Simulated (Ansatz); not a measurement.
Polymorphs of TiB2

18 relaxations of TiB2 ended in 15 distinct structures; the lowest 14 are listed. The numbers are results of PBEsol (plane waves to 420 eV, PAW, scalar-relativistic; Ansatz, an electronic-structure program), not measurements.

| # | space group | Pearson | type | E − E(lowest) (eV/atom) | V (Å³/atom) | coordination | runs ending here |
|---|---|---|---|---|---|---|---|
| 1 | P6/mmm | hP3 | AFLOW prototype AB2_hP3_191_a_d (C32, as in AlB2) | 0.00 | 8.37 | – | 2 |
| 2 | I4₁/amd | tI12 | – | 0.02 | 8.32 | – | 3 |
| 3 | Fmm2 | oF24 | – | 0.32 | 8.98 | – | 1 |
| 4 | P4₁2₁2 | tP12 | – | 0.41 | 8.48 | – | 1 |
| 5 | C2/m | mS12 | – | 0.42 | 9.06 | – | 1 |
| 6 | Cm | mS18 | – | 0.76 | 9.07 | – | 1 |
| 7 | Fd-3m | cF24 | cubic Laves (MgCu2 type) | 0.83 | 8.21 | B 6+6, Ti 12 | 1 |
| 8 | R-3m | hR3 | – | 0.84 | 9.87 | – | 1 |
| 9 | C222₁ | oS24 | – | 1.00 | 9.66 | – | 1 |
| 10 | Fddd | oF24 | – | 1.19 | 9.39 | – | 1 |
| 11 | P4/mmm | tP3 | – | 1.22 | 9.88 | – | 1 |
| 12 | I4/mmm | tI6 | – | 1.25 | 9.95 | – | 1 |
| 13 | P6₂22 | hP9 | AFLOW prototype AB2_hP9_180_d_j (C40, as in CrSi2) | 1.56 | 9.91 | – | 1 |
| 14 | Fm-3m | cF12 | fluorite type | 1.77 | 10.72 | Ti 8 (cubic), B 4 (tetrahedral) | 1 |

Coordination numbers (neighbours up to the widest gap in distance over summed covalent radii, below 1.35; n+m marks a second, longer set; metal–metal contacts left out). All are gapless at this level. P6/mmm, hP3, AFLOW prototype AB2_hP3_191_a_d (C32, as in AlB2) is the lowest among the structures calculated here.

TiB2 is modelled in the hexagonal space group P6/mmm (No. 191), Pearson symbol hP3. Cell: a = 3.017 Å, b = 3.017 Å, c = 3.186 Å, α = 90.00°, β = 90.00°, γ = 120.00°. B on 2d is coordinated by 3 B at 1.742 Å and 6 Ti at 2.360 Å. Ti on 1a has 12 B at 2.360 Å and 6 Ti at 3.017 Å and 2 Ti at 3.186 Å. (Neighbours: up to the widest gap in distance over summed covalent radii, below 1.35, at either atom; cation-cation and far metal-metal contacts left out.)

Probably no minimum, since a slightly shaken restart fell lower: Fddd, oF24 (by 0.77 eV/atom, to C2/m); P4/mmm, tP3 (by 1.22 eV/atom, to P6/mmm); Fm-3m, cF12, fluorite type (by 0.93 eV/atom, to R-3m). Each run could gain symmetry but not lose that of its start, so entries can be saddle points. From databases, or of a type measured for this composition: P6/mmm, hP3, AFLOW prototype AB2_hP3_191_a_d (C32, as in AlB2); the others are generated cells (placed on structure types, drawn at random, substituted or restacked) that were not matched to a known phase here. Energies are at zero temperature and pressure, without zero-point motion. Each cell has its own k-point mesh; energy differences are given only to the digits this allows. No spin polarisation in the result.
